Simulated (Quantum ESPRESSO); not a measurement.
## SiGa3N3C (one run as intended and one with a planted mistake)

A calculation, not a measurement. The program is pw.x of Quantum ESPRESSO 7.5 (plane-wave density functional theory). The cell is made up: 8 atoms on a wurtzite lattice, with randomly drawn elements, strain and displacements, not relaxed. PseudoDojo standard norm-conserving files (v0.5 for PBE, v0.4.1 for LDA and PBEsol) set the functional; there is no spin polarisation, spin-orbit coupling or dispersion term, and the masses in the input are unused placeholders.

Intended input:

```
&control calculation='scf', pseudo_dir='./dojo.nc.sr.pbe.v0_5.standard.upf', outdir='./o', disk_io='medium', tprnfor=.true., tstress=.true. /
&system ibrav=0, nat=8, ntyp=4, nbnd=37, ecutwfc=84.00895049, nosym=.true., tot_charge=0,
 occupations='smearing', smearing='fd', degauss=0.0018374661
/
&electrons conv_thr=7.350e-09, electron_maxstep=60, /
ATOMIC_SPECIES
C 1.0 C.upf
Ga 1.0 Ga.upf
N 1.0 N.upf
Si 1.0 Si.upf
CELL_PARAMETERS angstrom
3.3063 0.0273 0.0312
0.0473 5.6527 -0.0286
0.0509 -0.027 5.2985
ATOMIC_POSITIONS angstrom
Si 0.032 -0.0299 0.0318
Ga 1.7548 2.8105 0.0546
Ga 1.6191 0.9378 2.6852
Ga 0.0892 3.6641 2.6321
N 0.0582 -0.0671 2.0843
N 1.6537 2.9119 1.9537
C 1.6631 1.0559 4.7074
N 0.2127 3.7815 4.7308
K_POINTS automatic
5 4 4 1 1 1
```

The log is shortened where brackets say so; the opening notice, blank lines, dates and the lines on written files are dropped, and the path of the files is cut. It prints rydbergs, bohrs and kilobars, and counts compression as positive stress. Where no state is partly filled, the Fermi energy that it prints is only some level between the filled and the empty states on the mesh, and need not lie in the true gap.

Log of the intended run:

```
     Program PWSCF v.7.5
     Parallel version (MPI & OpenMP), running on       1 processor cores
     Number of MPI processes:                 1
     Threads/MPI process:                     1
     [start-up lines left out]
     bravais-lattice index     =            0
     lattice parameter (alat)  =       6.2485  a.u.
     unit-cell volume          =     668.1390 (a.u.)^3
     number of atoms/cell      =            8
     number of atomic types    =            4
     number of electrons       =        62.00
     number of Kohn-Sham states=           37
     kinetic-energy cutoff     =      84.0090  Ry
     charge density cutoff     =     336.0358  Ry
     scf convergence threshold =      7.3E-09
     mixing beta               =       0.7000
     number of iterations used =            8  plain     mixing
     Exchange-correlation= PBE
                           (   1   4   3   4   0   0   0)
     [axes and pseudopotential details left out]
   Cartesian axes
     site n.     atom                  positions (alat units)
         1        Si     tau(   1) = (   0.0096777  -0.0090426   0.0096172  )
         2        Ga     tau(   2) = (   0.5307026   0.8499770   0.0165126  )
         3        Ga     tau(   3) = (   0.4896630   0.2836180   0.8120827  )
         4        Ga     tau(   4) = (   0.0269767   1.1081305   0.7960237  )
         5        N      tau(   5) = (   0.0176014  -0.0202930   0.6303530  )
         6        N      tau(   6) = (   0.5001270   0.8806434   0.5908558  )
         7        C      tau(   7) = (   0.5029699   0.3193349   1.4236548  )
         8        N      tau(   8) = (   0.0643267   1.1436357   1.4307317  )
     number of k points=    40  Fermi-Dirac smearing, width (Ry)=  0.0018
                       cart. coord. in units 2pi/alat
        k(    1) = (   0.0986770   0.0726851   0.0774294), wk =   0.0500000
        k(    2) = (   0.0971980   0.0734869   0.2334617), wk =   0.0500000
     [further k points left out]
     Dense  grid:    69549 G-vectors     FFT dimensions: (  40,  64,  60)
     Estimated max dynamical RAM per process >      90.34 MB
     Initial potential from superposition of free atoms
     starting charge      61.9913, renormalised to      62.0000
     Starting wfcs are   47 randomized atomic wfcs
     total cpu time spent up to now is        9.6 secs
     per-process dynamical memory:    58.3 Mb
     Self-consistent Calculation
     iteration #  1     ecut=    84.01 Ry     beta= 0.70
     Davidson diagonalization with overlap
     ethr =  1.00E-02,  avg # of iterations =  3.0
     total cpu time spent up to now is       31.7 secs
     total energy              =    -540.81724595 Ry
     estimated scf accuracy    <       1.94606224 Ry
     iteration #  2     ecut=    84.01 Ry     beta= 0.70
     Davidson diagonalization with overlap
     ethr =  3.14E-03,  avg # of iterations =  3.0
     total cpu time spent up to now is       53.2 secs
     total energy              =    -541.35741458 Ry
     estimated scf accuracy    <       2.00253490 Ry
     [iterations 3 to 11 left out]
     iteration # 12     ecut=    84.01 Ry     beta= 0.70
     Davidson diagonalization with overlap
     ethr =  7.11E-11,  avg # of iterations =  4.0
     total cpu time spent up to now is      267.5 secs
     total energy              =    -541.70931828 Ry
     estimated scf accuracy    <       0.00000001 Ry
     iteration # 13     ecut=    84.01 Ry     beta= 0.70
     Davidson diagonalization with overlap
     ethr =  2.14E-11,  avg # of iterations =  2.0
     total cpu time spent up to now is      282.2 secs
     End of self-consistent calculation
     [lines on levels left out]
     the Fermi energy is    10.4426 ev
!    total energy              =    -541.70931828 Ry
     estimated scf accuracy    <          1.8E-09 Ry
     smearing contrib. (-TS)   =       0.00000000 Ry
     internal energy E=F+TS    =    -541.70931828 Ry
     The total energy is F=E-TS. E is the sum of the following terms:
     one-electron contribution =    -213.62960239 Ry
     hartree contribution      =     160.35589137 Ry
     xc contribution           =    -151.39621579 Ry
     ewald contribution        =    -337.03939148 Ry
     convergence has been achieved in  13 iterations
     Forces acting on atoms (cartesian axes, Ry/au):
     atom    1 type  4   force =    -0.00081723    0.02592029    0.00776769
     atom    2 type  2   force =     0.01240871    0.07692390   -0.00069044
     atom    3 type  2   force =     0.03167261    0.00375800    0.00557109
     atom    4 type  2   force =    -0.04312662    0.04859286    0.03055418
     atom    5 type  3   force =    -0.03365783    0.01191076   -0.10311533
     atom    6 type  3   force =     0.06012185   -0.05000862    0.05482414
     atom    7 type  1   force =     0.01371068   -0.19021127    0.01540723
     atom    8 type  3   force =    -0.04031217    0.07311407   -0.01031857
     Total force =     0.278782     Total SCF correction =     0.000110
     Computing stress (Cartesian axis) and pressure
          total   stress  (Ry/bohr**3)                   (kbar)     P=      -96.75
  -0.00084208  -0.00016434  -0.00012901         -123.87      -24.18      -18.98
  -0.00016434  -0.00058132   0.00028954          -24.18      -85.52       42.59
  -0.00012901   0.00028954  -0.00054963          -18.98       42.59      -80.85
     init_run     :      8.93s CPU      9.48s WALL (       1 calls)
     electrons    :    262.34s CPU    272.61s WALL (       1 calls)
     forces       :      2.81s CPU      2.85s WALL (       1 calls)
     stress       :     11.74s CPU     11.80s WALL (       1 calls)
     [timing details left out]
     PWSCF        :   4m45.99s CPU   4m57.02s WALL
     JOB DONE.
```

A second run has one planted mistake: the smearing is too wide. The input lines that differ, file-writing options aside:

```
- &system ibrav=0, nat=8, ntyp=4, nbnd=37, ecutwfc=84.00895049, nosym=.true., tot_charge=0,
+ &system ibrav=0, nat=8, ntyp=4, nbnd=55, ecutwfc=84.00895049, nosym=.true., tot_charge=0,
-  occupations='smearing', smearing='fd', degauss=0.0018374661
+  occupations='smearing', smearing='fd', degauss=0.0507140646
```

Its log:

```
     Program PWSCF v.7.5
     Parallel version (MPI & OpenMP), running on       1 processor cores
     Number of MPI processes:                 1
     Threads/MPI process:                     1
     [start-up lines left out]
     bravais-lattice index     =            0
     lattice parameter (alat)  =       6.2485  a.u.
     unit-cell volume          =     668.1390 (a.u.)^3
     number of atoms/cell      =            8
     number of atomic types    =            4
     number of electrons       =        62.00
     number of Kohn-Sham states=           55
     kinetic-energy cutoff     =      84.0090  Ry
     charge density cutoff     =     336.0358  Ry
     scf convergence threshold =      7.3E-09
     mixing beta               =       0.7000
     number of iterations used =            8  plain     mixing
     Exchange-correlation= PBE
                           (   1   4   3   4   0   0   0)
     [axes and pseudopotential details left out]
   Cartesian axes
     site n.     atom                  positions (alat units)
         1        Si     tau(   1) = (   0.0096777  -0.0090426   0.0096172  )
         2        Ga     tau(   2) = (   0.5307026   0.8499770   0.0165126  )
         3        Ga     tau(   3) = (   0.4896630   0.2836180   0.8120827  )
         4        Ga     tau(   4) = (   0.0269767   1.1081305   0.7960237  )
         5        N      tau(   5) = (   0.0176014  -0.0202930   0.6303530  )
         6        N      tau(   6) = (   0.5001270   0.8806434   0.5908558  )
         7        C      tau(   7) = (   0.5029699   0.3193349   1.4236548  )
         8        N      tau(   8) = (   0.0643267   1.1436357   1.4307317  )
     number of k points=    40  Fermi-Dirac smearing, width (Ry)=  0.0507
                       cart. coord. in units 2pi/alat
        k(    1) = (   0.0986770   0.0726851   0.0774294), wk =   0.0500000
        k(    2) = (   0.0971980   0.0734869   0.2334617), wk =   0.0500000
     [further k points left out]
     Dense  grid:    69549 G-vectors     FFT dimensions: (  40,  64,  60)
     Estimated max dynamical RAM per process >     102.60 MB
     Initial potential from superposition of free atoms
     starting charge      61.9913, renormalised to      62.0000
     Starting wfcs are   47 randomized atomic wfcs +    8 random wfcs
     total cpu time spent up to now is       11.8 secs
     per-process dynamical memory:    60.9 Mb
     Self-consistent Calculation
     iteration #  1     ecut=    84.01 Ry     beta= 0.70
     Davidson diagonalization with overlap
     ethr =  1.00E-02,  avg # of iterations =  7.7
     total cpu time spent up to now is       55.0 secs
     total energy              =    -540.86628042 Ry
     estimated scf accuracy    <       1.89927478 Ry
     iteration #  2     ecut=    84.01 Ry     beta= 0.70
     Davidson diagonalization with overlap
     ethr =  3.06E-03,  avg # of iterations =  2.0
     total cpu time spent up to now is       84.8 secs
     total energy              =    -541.30823745 Ry
     estimated scf accuracy    <       2.19719863 Ry
     [iterations 3 to 10 left out]
     iteration # 11     ecut=    84.01 Ry     beta= 0.70
     Davidson diagonalization with overlap
     ethr =  4.36E-10,  avg # of iterations =  2.0
     total cpu time spent up to now is      307.3 secs
     total energy              =    -541.72991711 Ry
     estimated scf accuracy    <       0.00000005 Ry
     iteration # 12     ecut=    84.01 Ry     beta= 0.70
     Davidson diagonalization with overlap
     ethr =  7.52E-11,  avg # of iterations =  2.0
     total cpu time spent up to now is      327.0 secs
     End of self-consistent calculation
     [lines on levels left out]
     the Fermi energy is    10.5871 ev
!    total energy              =    -541.72991712 Ry
     estimated scf accuracy    <          6.3E-09 Ry
     smearing contrib. (-TS)   =      -0.09013962 Ry
     internal energy E=F+TS    =    -541.63977749 Ry
     The total energy is F=E-TS. E is the sum of the following terms:
     one-electron contribution =    -213.51472570 Ry
     hartree contribution      =     160.28993684 Ry
     xc contribution           =    -151.37559716 Ry
     ewald contribution        =    -337.03939148 Ry
     convergence has been achieved in  12 iterations
     Forces acting on atoms (cartesian axes, Ry/au):
     atom    1 type  4   force =    -0.00067911    0.02082850    0.01005836
     atom    2 type  2   force =     0.01350653    0.07868600   -0.00007582
     atom    3 type  2   force =     0.03068995    0.00586174    0.00332921
     atom    4 type  2   force =    -0.04356596    0.04439221    0.03058335
     atom    5 type  3   force =    -0.03251787    0.01188408   -0.09761139
     atom    6 type  3   force =     0.05891647   -0.04860251    0.04965143
     atom    7 type  1   force =     0.01232980   -0.18401530    0.01396178
     atom    8 type  3   force =    -0.03867981    0.07096529   -0.00989692
     Total force =     0.269378     Total SCF correction =     0.000527
     Computing stress (Cartesian axis) and pressure
          total   stress  (Ry/bohr**3)                   (kbar)     P=      -79.00
  -0.00072474  -0.00015243  -0.00011400         -106.61      -22.42      -16.77
  -0.00015243  -0.00045721   0.00028567          -22.42      -67.26       42.02
  -0.00011400   0.00028567  -0.00042906          -16.77       42.02      -63.12
     init_run     :     11.04s CPU     11.64s WALL (       1 calls)
     electrons    :    303.61s CPU    315.24s WALL (       1 calls)
     forces       :      2.50s CPU      2.53s WALL (       1 calls)
     stress       :      9.13s CPU      9.20s WALL (       1 calls)
     [timing details left out]
     PWSCF        :   5m26.45s CPU   5m38.90s WALL
     JOB DONE.
```

```
                                            intended run  run with the mistake
                          free energy (eV)     -7370.331             -7370.611
                    smearing term -TS (eV)        0.0000               -1.2264
                            pressure (GPa)         -9.67                 -7.90
            largest force component (eV/Å)         4.891                 4.731
largest change of a force component (eV/Å)                               0.159
                                iterations            13                    12
```

For scale, a rerun of the intended cell at 1437 eV and a 7 x 6 x 6 mesh moved values by no more than 0.010 eV in energy, 0.08 GPa in stress and 0.006 eV/Å in force. The number of bands, nbnd, was set by rule from the electron count and the smearing, so it follows the mistake.